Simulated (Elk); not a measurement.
An Elk run on Tb with settings drawn from a wide range, so not all are converged; totals and levels move with the basis, and no second program has checked them. Computed with DFT, AM05, all-electron APW+lo, Dirac cores, scalar-relativistic bands (Elk 11.2.3 with local patches). Elk's input is in atomic units.

Command: `OMP_NUM_THREADS=1 elk` The run took 0.02 s on 1 thread of Arm Neoverse V1, with other jobs on the host, peak memory 0.04 GiB.

```
tasks
  0
  110
  115
  15
  10

xctype
  30

rgkmax
  7.5

gmaxvr
  12

lmaxapw
  10

lmaxo
  6

lmaxi
  3

nrmtscf
  2.5

nempty
  6

epspot
  1e-06

epsengy
  1e-05

maxscl
  60

swidth
  0.002

stype
  3

lradstp
  4

mixtype
  1

hmaxvr
  6

reducebf
  0.5

spinpol
  .true.

tforce
  .true.

autolinengy
  .true.

sppath
  './'

avec
  7.12031288840 0.00000000000 0.00000000000
  -3.56015644422 6.16637184427 0.00000000000
  0.00000000000 0.00000000000 10.86023129130

atoms
  1
  'Tb.in'
  2
  0.333333333333 0.666666666667 0.250000000000   0.000 0.000 -2.000
  0.666666666667 0.333333333333 0.750000000000   0.000 0.000 -2.000

ngridk
  5 5 3

wplot
  120 100 1
  -0.55 0.3
```

Muffin-tin radii in the species files: Tb 2.80 bohr.

Structure from Materials Project entry mp-18 (possibly hypothetical), not relaxed further. The listed cell was then made from it by scaling, straining or moving an atom.

What does the run give?

It refused before any iteration.
```
Error(init0): requested spin-polarised run with spin-unpolarised
 exchange-correlation functional
```
